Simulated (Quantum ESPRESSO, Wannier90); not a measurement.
## TiO2 (rutile): Wannier90 run

Structure: Materials Project mp-2657, symmetrised, not relaxed again. COD (Crystallography Open Database) has the formula in 6 space groups, this one among them (matched by group alone). Level: PBE, no spin polarisation, no spin-orbit coupling; pw.x of Quantum ESPRESSO at 68 Ry with PseudoDojo potentials, 6×6×8 k-points, Wannier90. Density: 8×8×10 mesh, cold smearing 0.01 Ry.

```
begin unit_cell_cart
ang
    4.5998400000    0.0000000000    0.0000000000
    0.0000000000    4.5998400000    0.0000000000
    0.0000000000    0.0000000000    2.9592100000
end unit_cell_cart
mp_grid = 6 6 8
```

Neighbour vectors b of the finite-difference formula (Å⁻¹), by shell:

```json
[
 {"shell": "1", "b_x": "0.00000", "b_y": "0.22766", "b_z": "0.00000"},
 {"shell": "1", "b_x": "0.22766", "b_y": "0.00000", "b_z": "0.00000"},
 {"shell": "1", "b_x": "0.00000", "b_y": "-0.22766", "b_z": "0.00000"},
 {"shell": "1", "b_x": "-0.22766", "b_y": "0.00000", "b_z": "0.00000"},
 {"shell": "2", "b_x": "0.00000", "b_y": "0.00000", "b_z": "0.26541"},
 {"shell": "2", "b_x": "0.00000", "b_y": "0.00000", "b_z": "-0.26541"}
]
```

Question: Find the weights w_b from the completeness condition Σ_b w_b b_α b_β = δ_αβ.

Answer: Shell 1: Σ b_x² = 0.104, Σ b_y² = 0.104, Σ b_z² = 0.000 Å⁻²
Shell 2: Σ b_x² = 0.000, Σ b_y² = 0.000, Σ b_z² = 0.141 Å⁻²
Each of the three diagonal sums, weighted, has to give 1 and the off-diagonal ones 0, which holds for w_1 = 9.65 Å², w_2 = 7.10 Å². Check on xx: 9.65×0.104 + 7.10×0.000 = 1.00.

On this mesh the 12 functions of bands 13-24 (bands 13-24; start: atomic waves O 2p, conv_tol = 1.0e-6) end with spreads 1.1949, 1.2417, 1.2417, 1.1949, 1.2417, 1.2417, 1.1949, 1.2417, 1.2417, 1.1949, 1.2417, 1.2417 Å², Ω_I = 14.3878 Å² and Ω_D = 0.0102 Å².

Ω_total is the sum of the spreads, 14.713 Å². Ω_OD = Ω_total − Ω_I − Ω_D = 0.315 Å². Only (Ω_D + Ω_OD)/Ω_total = 2.2 % depends on the gauge, and another start could lower the total by that share at most. The rms radius is √(Ω_total/12) = 1.11 Å.
